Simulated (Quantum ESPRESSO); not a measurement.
# Strain and stress in Zn3O2FCl

Calculated results; nothing here was measured. They come from pw.x of Quantum ESPRESSO 7.5, a plane-wave density functional program, with PseudoDojo standard norm-conserving files (v0.5 for PBE, v0.4.1 for LDA and PBEsol). The cells are made up: elements, strain and atom displacements were drawn at random, and nothing was relaxed. There is no spin polarisation, spin-orbit coupling or dispersion term.

The cell has 8 sites of a wurtzite lattice (rectangular cell). Sites 1 to 4 hold Zn Zn Zn empty; sites 5 to 8 hold O F Cl O. Cell vectors in Å: (3.433, 0.011, -0.026); (0.019, 5.944, -0.038); (-0.042, -0.036, 5.594). Settings: PBE, cutoff 1143 eV, 5 x 4 x 4 k mesh shifted by half a step, Fermi-Dirac smearing of 0.025 eV.

Each run adds a strain along z to one cell, with the atoms carried along; the vectors above are those of run 4. Stress is positive in tension and P is minus a third of its trace. E is the free energy for each atom above the lowest run shown. The last column is band 44 less band 43 at Gamma, from a band step after each run.

```
run  strain (%)  s_xx (GPa)  s_yy (GPa)  s_zz (GPa)  s_xy (GPa)  P (GPa)  E (meV/atom)  level step at Gamma (eV)
  1       -1.58       -0.10        2.72       -9.09       -0.91     2.16         18.03                     1.421
  2       -0.65        0.21        2.92       -6.75       -0.89     1.21         10.50                     1.417
  3       -0.15        0.37        3.02       -5.57       -0.87     0.73          7.39                     1.415
  4        0.07        0.43        3.06       -5.07       -0.86     0.52          6.20                     1.414
  5        1.40        0.83        3.31       -2.23       -0.82    -0.64          1.24                     1.404
  7        2.45        1.11        3.49       -0.22       -0.80    -1.46          0.00                     1.395
  6        1.76           ?           ?           ?           ?        ?             ?                         ?
```

A rerun of one of these cells at 1437 eV and k mesh 7 x 6 x 6 moved values by no more than 0.002 eV in the cell's energy, 0.04 GPa in stress and 0.003 eV/Å in force.

## Worked fit

A parabola through the six runs shown gives s_zz = -5.23 + 2.29 e - 0.099 e² GPa, with e in per cent and a scatter of 0.01 GPa. The slope is a stiffness of 229 ± 1 GPa for each unit of this strain at e = 0. The atoms are clamped, and relaxing them would in general lower it. The error is the larger of the fit's own and the change that a cubic makes, rounded up.

## Withheld run

Question: what s_zz should run 6 give?

The fit gives -1.51 GPa. The calculation gave -1.52 GPa.

```
run,strain (%),s_xx (GPa),s_yy (GPa),s_zz (GPa),s_xy (GPa),P (GPa),E (meV/atom),level step at Gamma (eV)
6,1.76,0.92,3.38,-1.52,-0.81,-0.93,0.58,1.401
```